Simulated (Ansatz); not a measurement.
# ZnIn2O4: excitons and shallow donors from band masses and screening

Theory: DFT r2SCAN, scalar-relativistic, plane waves, PAW in Ansatz.

Plane waves to 500 eV, a k mesh through Γ of 6×6×6 on the computed 14-atom cell and Gaussian smearing (0.02 eV); no spin polarisation.

Relaxed cell: Fd-3m, a = 8.925 Å, b = 8.925 Å, c = 8.925 Å, α = 90.00°, β = 90.00°, γ = 90.00°, 14 atoms in the primitive cell. Whether it is the stable form of this composition wasn't checked.

The calculation gives a Kohn–Sham gap of 1.92 eV, an electron mass of 0.213 mₑ and a hole mass of 1.67 mₑ (harmonic means over x, y, z and over the bands degenerate at each edge), and ε∞ = 4.23 (independent particles, mean of the diagonal).

Problem. Estimate the binding energy and radius of a Wannier–Mott exciton and of a shallow donor, and say whether the hydrogenic model can hold.

Solution. The reduced mass is μ = mₙmₕ/(mₙ + mₕ) = 0.189 mₑ, with mₙ and mₕ the band masses. With E_b = 13.606 eV × μ/ε² and a = 0.529 Å × ε/μ (μ in mₑ) the exciton has E_b = 144 meV and a = 11.9 Å. For a donor μ is the electron mass: 162 meV and 10.5 Å. The radius isn't large against the shortest lattice vector (6.31 Å), so the continuum picture is doubtful and the numbers are only a scale. In a polar crystal the ions screen too, so a state bound more weakly than an optical phonon feels the larger static constant, which lowers the energy and widens the orbit. The other way, the small Kohn–Sham gap and the missing local fields make ε∞ too large and the masses tend to be too light, which underbinds. The edges lie at different points of the zone, so the exciton is indirect.

Cost: 4 runs of about 29 core-minutes in all, on Intel Xeon Processor @ 2.50GHz (Skylake/Cascade Lake) (shared hosts).